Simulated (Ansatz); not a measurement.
Q: Each is relaxed and computed with the program Ansatz at the PBE level (PAW). Which is the only one with a gap?
A) HfSi, CsCl type
B) HfB2, MoSi2 or CaC2 type
C) HfSi2, P6/mmm (Hf on 1a, Si on 2d)
D) HfO2, P4_2/nmc (Hf on 2a, O on 4d)

A: D, HfO2, P4_2/nmc (Hf on 2a, O on 4d). HfO2: gap 4.67 eV (indirect); HfSi: metal; HfB2: metal; HfSi2: metal. Constructed cells (a structure type filled with these elements, in neither database checked): HfSi, CsCl type; HfB2, MoSi2 or CaC2 type; HfSi2, P6/mmm (Hf on 1a, Si on 2d). Not the usual ambient phase: HfO2, P4_2/nmc (Hf on 2a, O on 4d). All cells were relaxed under the symmetry of their starts (and spin orders); stability against distortions was not tested throughout. Rows with no word on spin ran without spin polarisation. Scalar-relativistic: spin–orbit coupling is off unless named, which matters more the heavier the elements.

Potentials: the earlier of the program's two PAW sets.
